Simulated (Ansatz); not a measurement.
## B, omega (AlB2-type): geometry optimisation

These are results of DFT, r2SCAN, plane waves (500 eV) with PAW, scalar-relativistic (Ansatz 0.2.0), not measurements. The PAW files were generated under PBE, with cores re-solved for the functional.

k-point mesh 11×11×15, Fermi-Dirac smearing 0.1 eV, no spin polarisation. Cell and atoms relax.

Starting structure:

```yaml
crystal:
  lattice:
    - [3.333348267, 0.0, 0.0]
    - [-1.6666741335, 2.8867642789, 0.0]
    - [0.0, 0.0, 2.0433424877]
  atoms:
    - { symbol: B, position: [0.0, 0.0, 0.0] }
    - { symbol: B, position: [0.3333333333, 0.6666666667, 0.5] }
    - { symbol: B, position: [0.6666666667, 0.3333333333, 0.5] }
hamiltonian:
  xc: r2scan
  pseudopotentials:
    kind: paw
    azcp:
      B: "pseudopotentials/B.paw.azcp"
basis:
  ecutwfc: 500
  fft_grid_basis: typed
kpoints:
  mp_grid: { grid: [11, 11, 15], shift: [0, 0, 0] }
magnetization:
  spin_polarized: false
scf:
  occupations: { method: fermi_dirac, width: 0.1 }
relax:
  max_steps: 60
  f_tol: 0.01
  cell: {}
```

Problem. The pressure at the start is -16.1 GPa. By how much does the volume change?

Solution. From 6.55 to 6.69 Å³ per atom, 2.1 %. The final cell has a = 2.859 Å, c = 2.836 Å (c/a = 0.992).

The cell has left the omega (AlB2-type) structure type; it ends in P6/mmm.

Problem. How much energy does the relaxation gain?

Solution. 644.3 meV per atom.

Path of the relaxation (the plane waves are chosen anew near the end, which can shift the energy a little):

```json
{"step": "0", "E − E(final) (meV/atom)": "644.31", "V (Å³/atom)": "6.554", "P (GPa)": "-16.11", "max force (eV/Å)": "0.000"}
{"step": "1", "E − E(final) (meV/atom)": "623.50", "V (Å³/atom)": "6.300", "P (GPa)": "-8.64", "max force (eV/Å)": "0.000"}
{"step": "2", "E − E(final) (meV/atom)": "615.81", "V (Å³/atom)": "6.020", "P (GPa)": "2.13", "max force (eV/Å)": "0.000"}
{"step": "3", "E − E(final) (meV/atom)": "615.41", "V (Å³/atom)": "6.047", "P (GPa)": "1.29", "max force (eV/Å)": "0.000"}
{"step": "4", "E − E(final) (meV/atom)": "615.03", "V (Å³/atom)": "6.089", "P (GPa)": "0.10", "max force (eV/Å)": "0.000"}
{"step": "5", "E − E(final) (meV/atom)": "608.87", "V (Å³/atom)": "6.194", "P (GPa)": "-1.18", "max force (eV/Å)": "0.000"}
{"step": "6", "E − E(final) (meV/atom)": "560.51", "V (Å³/atom)": "6.225", "P (GPa)": "1.47", "max force (eV/Å)": "0.000"}
{"step": "7", "E − E(final) (meV/atom)": "490.48", "V (Å³/atom)": "6.231", "P (GPa)": "4.63", "max force (eV/Å)": "0.000"}
{"step": "8", "E − E(final) (meV/atom)": "395.55", "V (Å³/atom)": "6.253", "P (GPa)": "6.54", "max force (eV/Å)": "0.000"}
{"step": "9", "E − E(final) (meV/atom)": "243.28", "V (Å³/atom)": "6.227", "P (GPa)": "9.08", "max force (eV/Å)": "0.000"}
{"step": "10", "E − E(final) (meV/atom)": "99.09", "V (Å³/atom)": "6.179", "P (GPa)": "13.42", "max force (eV/Å)": "0.000"}
{"step": "11", "E − E(final) (meV/atom)": "32.90", "V (Å³/atom)": "6.282", "P (GPa)": "12.27", "max force (eV/Å)": "0.000"}
{"step": "12", "E − E(final) (meV/atom)": "11.70", "V (Å³/atom)": "6.673", "P (GPa)": "-1.27", "max force (eV/Å)": "0.000"}
{"step": "13", "E − E(final) (meV/atom)": "11.16", "V (Å³/atom)": "6.638", "P (GPa)": "0.55", "max force (eV/Å)": "0.000"}
{"step": "14", "E − E(final) (meV/atom)": "11.10", "V (Å³/atom)": "6.651", "P (GPa)": "-0.04", "max force (eV/Å)": "0.000"}
{"step": "15", "E − E(final) (meV/atom)": "0.32", "V (Å³/atom)": "6.651", "P (GPa)": "1.01", "max force (eV/Å)": "0.000"}
{"step": "16", "E − E(final) (meV/atom)": "0.01", "V (Å³/atom)": "6.685", "P (GPa)": "0.18", "max force (eV/Å)": "0.000"}
{"step": "17", "E − E(final) (meV/atom)": "0.01", "V (Å³/atom)": "6.692", "P (GPa)": "-0.01", "max force (eV/Å)": "0.000"}
{"step": "18", "E − E(final) (meV/atom)": "0.00", "V (Å³/atom)": "6.692", "P (GPa)": "0.00", "max force (eV/Å)": "0.000"}
```
